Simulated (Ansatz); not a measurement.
Relaxed candidate structures of CsBr:

A. Pm-3m (No. 221), cP2, CsCl type; a = 4.3890 Å, b = 4.3890 Å, c = 4.3890 Å, α = 90.00°, β = 90.00°, γ = 90.00°; Cs 1a (0.000, 0.000, 0.000); Br 1b (0.500, 0.500, 0.500)

B. F-43m (No. 216), cF8, zinc blende type; a = 8.1930 Å, b = 8.1930 Å, c = 8.1930 Å, α = 90.00°, β = 90.00°, γ = 90.00°; Br 4c (0.250, 0.250, 0.250); Cs 4a (0.000, 0.000, 0.000)

Order them by energy per atom (lowest first) at the level PBE (plane waves to 420 eV, PAW, scalar-relativistic; Ansatz, a first-principles code).

A (reference, the lowest of the structures calculated here), B (+0.048 eV/atom)

Give each candidate's band gap.

No candidate is metallic. A: 4.26 eV (no spin-orbit coupling); B: 3.97 eV (no spin-orbit coupling).

Each run could gain symmetry but not lose that of its start, so entries can be saddle points. From databases, or of a type measured for this composition: Pm-3m, cP2, CsCl type; the others are generated cells (placed on structure types, drawn at random, substituted or restacked) that were not matched to a known phase here. Static energies at zero pressure. No spin polarisation in the result.
